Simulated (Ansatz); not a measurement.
**What settings do to one calculation: Sr started on a Li site in rocksalt LiBr, 16 atoms, charge +1**

Ansatz (PAW, plane waves), atoms fixed. The base input:

```yaml
crystal:
  lattice:
    - [0.000000, 5.411314, 5.411314]
    - [5.411314, 0.000000, 5.411314]
    - [5.411314, 5.411314, 0.000000]
  atoms:
    - { symbol: Br, position: [0.746208, 0.256199, 0.242127] }
    - { symbol: Br, position: [0.246043, 0.755184, 0.753627] }
    - { symbol: Br, position: [0.251070, 0.754300, 0.237850] }
    - { symbol: Br, position: [0.739744, 0.253712, 0.753090] }
    - { symbol: Br, position: [0.255098, 0.243492, 0.749488] }
    - { symbol: Br, position: [0.738429, 0.751012, 0.251652] }
    - { symbol: Br, position: [0.248622, 0.247518, 0.254865] }
    - { symbol: Br, position: [0.758896, 0.739774, 0.746527] }
    - { symbol: Li, position: [0.997432, 0.995464, 0.002198] }
    - { symbol: Li, position: [0.003101, 0.982756, 0.510416] }
    - { symbol: Li, position: [0.496510, 0.498430, 0.999490] }
    - { symbol: Li, position: [0.996765, 0.507745, 0.998733] }
    - { symbol: Li, position: [0.505474, 0.999490, 0.510140] }
    - { symbol: Li, position: [0.506989, 0.998661, 0.005096] }
    - { symbol: Li, position: [0.000856, 0.495081, 0.505382] }
    - { symbol: Sr, position: [0.483644, 0.520570, 0.486701] }
kpoints:
  mp_grid: { grid: [2, 2, 2], shift: [0.5, 0.5, 0.5] }
hamiltonian:
  xc: pbesol
total_charge: 1
scf:
  occupations: { method: fermi_dirac, width: 0.01 }
output:
  forces: true
  eigenvalues: true
  populations: true
  charged_corrections: { epsilon: 13 }
  write_density: true
  write_potential: true
  elf: true
  volumetric_format: npy
```

Command:

```sh
ansatz run in.yaml --threads 8 --pin off --max-ram 13300MiB --runs-dir r --events-out ev --progress --plain
```

It converged in 7 iterations and 2.2 s of wall time on 8 threads of a Platinum 8488C processor, on a host shared with other runs; peak host memory 0.73 GiB; largest force component 2.33 eV/Å. The cutoff was the default, 420 eV. The base isn't a converged reference: it has few k points, and its atoms are unrelaxed. Each run below changes the keys shown and caps the iterations.

```csv
run,changed,ending,iterations,free energy less the base (meV per atom),rms change of forces (eV/Å),change of pressure (GPa),"wall time (s, shared host)"
1,"accuracy low (cutoff and grids as in the base), max_iter 60",converged,7,0.0,0.000,–,1.7 CPU
2,"accuracy low (cutoff and grids as in the base), n_extra_bands 4, max_iter 50",converged,7,0.0,0.000,–,2 CPU
3,"xc lda, accuracy high, max_iter 90",converged,10,other zero,0.045,–,2.4 CPU
4,"n_extra_bands 4, max_iter 60",converged,7,0.0,0.000,–,1.9 CPU
5,"mixing beta 1.5, dispersion d4, max_iter 60, total_charge 2",refused,–,–,–,–,–
6,"mixing beta 0.03, accuracy low (cutoff and grids as in the base), max_iter 100",converged,11,0.0,0.000,–,4.5 CPU
```

«Other zero»: another functional, charge or dispersion term moves the zero of energy, so the difference says nothing of accuracy.

Which changes leave the result alone, and which of the same physical model moves the forces most?

The forces move by under 0.002 eV/Å in runs 1, 2, 4, 6. Among the runs with the same functional, charge and dispersion term, none moves them by over 0.01 eV/Å.

Why did some runs give no result?

- run 5: invalid value for `scf.mixing.beta`: must be finite and in (0, 1]; got 1.5
